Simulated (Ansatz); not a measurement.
A geometry of Rh away from equilibrium: step 12 of the relaxation of a generated trial cell of Rh in the AFLOW prototype A_tI4_139_e (as in Si). Method: PBEsol (plane waves to 420 eV, PAW, scalar-relativistic; Ansatz, a program for electronic structure). Γ-centred k-mesh 15×15×15 on the run's cell (coarser than for final values), Fermi–Dirac smearing 0.05 eV.

```xyz
2
Lattice="-1.3868 1.3868 3.8648 1.3868 -1.3868 3.8648 1.3868 1.3868 -3.8648" Properties=species:S:1:pos:R:3:forces:R:3 pbc="T T T" free_energy=-12676.605 pressure_GPa=8.9
Rh     0.0000     0.0000     6.5934    0.0000    0.0000   -0.3987
Rh     0.0000     0.0000     1.1361    0.0000    0.0000    0.3987
```

Positions in Å, forces in eV/Å, free energy of the cell in eV (comparable only within this code, potentials and settings). Largest force: 0.40 eV/Å, on Rh1, Rh2 (atoms numbered as listed); the geometry lies 0.10 eV/atom above the end of its relaxation.

No spin polarisation in the result.

The run could not lose the symmetry of its start, so the end can be a saddle point.

The end of the path is a generated cell of Rh: the first start was made by placing the elements on the sites of a structure type, and the end was not matched to a known phase here, so it may be hypothetical. Known forms of Rh include space group No. 225.
